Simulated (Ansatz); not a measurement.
# Relaxing ZnCu

**The experiment.** The Crystallography Open Database holds a cell as deposited of cubic ZnCu (space group Pm-3m), temperature not stated (1963): a = 2.945 Å, 12.77 Å³/atom.

The computed numbers are results of r²SCAN, scalar-relativistic (no spin polarisation) in the plane-wave PAW code Ansatz at 500 eV, 12×12×12 k-mesh, Gaussian smearing of 0.05 eV. The datasets are Ansatz's generated set soft_2.

The chain of runs began from a cell as deposited in COD, expanded in volume.

Starting cell, 1 % over the database's volume:

```
Zn Cu
1.0
     2.95478    0.00000    0.00000
     0.00000    2.95478    0.00000
     0.00000    0.00000    2.95478
Zn Cu
1 1
Direct
  0.50000 0.50000 0.50000
  0.00000 0.00000 0.00000
```

The first steps of the search for zero pressure:

```
run        level  k-mesh        kind  V (Å³/atom)  P (GPa)  gap on the mesh (eV)
  1  PBE, 420 eV   6×6×6  fixed cell        12.90      1.9                 metal
  2  PBE, 420 eV   6×6×6  fixed cell        13.06      0.4                 metal
```

Q: At which volume does r²SCAN reach zero pressure?

A: 12.45 Å³/atom, about 3.5 % under the start.

The steps that followed:

```
run   level    k-mesh        kind  V (Å³/atom)  P (GPa)  E − E(final) (meV/atom)  gap on the mesh (eV)
  3  r²SCAN  12×12×12  fixed cell        13.06     -5.7                     11.4                 metal
  4  r²SCAN  12×12×12  fixed cell        12.56     -1.2                      0.4                 metal
  5  r²SCAN  12×12×12  fixed cell        12.45      0.0                      0.0                 metal
```

The cell is relaxed to zero pressure at this level.

The final structure (symmetry read at 0.01 Å). It takes space group Pm-3m (No. 221, cubic). Conventional cell: a = 2.920 Å, b = 2.920 Å, c = 2.920 Å, α = 90.00°, β = 90.00°, γ = 90.00°. Zn (site symmetry m-3m) has 8 Cu at 2.53 Å as nearest neighbours. Around Cu (site symmetry m-3m) lie 8 Zn at 2.53 Å. (Shells end 15 % past the nearest neighbour.)

At the final geometry the gap, band path included, is zero (metallic). The equation of state gives B0 = 134 GPa and B0′ = 4.9. Against the elements' standard states, run alike and uncorrected, the formation energy is -0.10 eV/atom. 

**What lies behind the numbers.**

The calculation's cell holds 31 valence electrons, an odd number. Without magnetic order each band takes two, so one stays part-filled and the crystal must be a metal. (Only strong correlation, outside this picture, could make a Mott insulator of it.)

**Comparison.** The computed cell (2.920 Å, 12.45 Å³/atom) differs from the database's by −2.5 % in volume, about −0.8 % in length. The static lattice lacks zero-point motion and thermal expansion, roughly 0.7 to 1.9 % in volume at 300 K (room temperature assumed) by Grüneisen's rule, γ·3k_BT/(B0·V0) with γ of 1 to 2.5; that is too little for this miss. The database's entry may also be off.
